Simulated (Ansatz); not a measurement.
# Vibrational response of Ta3TiSi8

All numbers below come from DFT PBE, scalar-relativistic, plane waves, PAW in Ansatz 0.2.0. Plane waves to 420 eV; Γ-centred k mesh 8×8×6; Fermi-Dirac smearing of 0.15 eV. No spin polarisation. Phonons by linear response, acoustic sum rule imposed.

The cell, relaxed at this level:
```
Ti Ta Si
1.0
     4.83537   -0.00195    0.00698
     1.19677    4.81377   -0.00472
     1.24477    1.20982    7.51604
Ti Ta Si
1 3 8
Direct
  0.75075 0.75035 0.25045
  0.87413 0.87556 0.62524
  0.37548 0.37461 0.12469
  0.24919 0.24964 0.74946
  0.39716 0.70037 0.79884
  0.88433 0.20567 0.29498
  0.85715 0.54836 0.95609
  0.36201 0.04516 0.45020
  0.73095 0.42540 0.57361
  0.22749 0.92209 0.07906
  0.77067 0.07366 0.92603
  0.27068 0.57913 0.42134
```

The cell was found from a structure generator's guess, not taken from experiment. In a metal, frequencies depend on the k mesh and the smearing, soft modes most. Spin–orbit coupling is left out, which matters for heavy elements.

Q: Is this structure stable against zone-centre distortions?

A: Yes, at Γ: no optical mode is imaginary. Strains and other wave vectors aren't tested by this run.

Q: List the optical modes at Γ (i marks imaginary ones).

A:
```tsv
frequency (THz)	degeneracy
3.58	1
3.69	1
3.98	1
4.08	1
4.59	1
5.06	1
5.31	1
5.47	1
5.65	1
5.95	1
6.44	1
6.56	1
6.64	1
6.99	1
7.40	1
7.74	1
7.97	1
8.22	1
8.33	1
9.19	1
9.21	1
9.78	1
10.09	1
10.19	1
10.34	1
10.61	1
10.79	1
10.90	1
11.12	1
11.35	1
11.40	1
12.21	1
12.24	1
```
